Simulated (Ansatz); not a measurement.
AlNi$_{3}$ (Cu3Au type)

```xyz
4
Lattice="3.5261 0.0000 0.0000 0.0000 3.5261 0.0000 0.0000 0.0000 3.5261" Properties=species:S:1:pos:R:3 pbc="T T T"
Al     0.0000     0.0000     0.0000
Ni     0.0000     1.7631     1.7631
Ni     1.7631     0.0000     1.7631
Ni     1.7631     1.7631     0.0000
```

E(V) scan at fixed shape, V₀ the volume above. Symmetry pins the atoms to their sites.

All values below come from r2SCAN (plane waves to 500 eV, PAW, scalar-relativistic; Ansatz, a program for electronic structure). k mesh 13×13×13 (Γ-centred), Fermi-Dirac smearing 0.05 eV. Energies are smeared free energies. Compression counts positive. AlNi3 was relaxed with its symmetry unable to fall. Relaxed AlNi3 ends ferromagnetic. The magnetic order is the one the run started from; other orders were not tried. ΔE is measured from the relaxed starting cell. The last digit holds for this mesh only.

```
V (Å³/atom)  ΔE (meV/atom)
-----------  -------------
10.303                27.9
10.467                15.3
10.632            withheld
10.796                 1.6
10.961                 0.0
11.125                 1.5
11.289                 5.9
11.454                12.9
11.618                22.3
```

Fit a third-order Birch-Murnaghan form (E₀, V₀, B₀, B₀′ free) to the given rows and predict ΔE at V = 10.632.

Least squares on the 8 given rows: ΔE = E₀ + (9V₀B₀/16)·y²·[2 + (B₀′ − 4)y], y = (V₀/V)^(2/3) − 1, with V₀ = 10.961 Å³/atom, B₀ = 202.0 GPa (160.2 GPa = 1 eV/Å³; the term in eV is multiplied by 1000), B₀′ = 4.56, E₀ = 0.01 meV/atom; root-mean-square residual 0.02 meV/atom. At 10.632 the fit gives 6.6 meV/atom; the calculation gives 6.6 meV/atom, the same to the digits shown. For the pressure the fit gives 6.6 GPa against the computed 6.6 GPa.

(A scan under strain: stresses follow from slopes of the energy per volume, elastic moduli from its curvatures.)
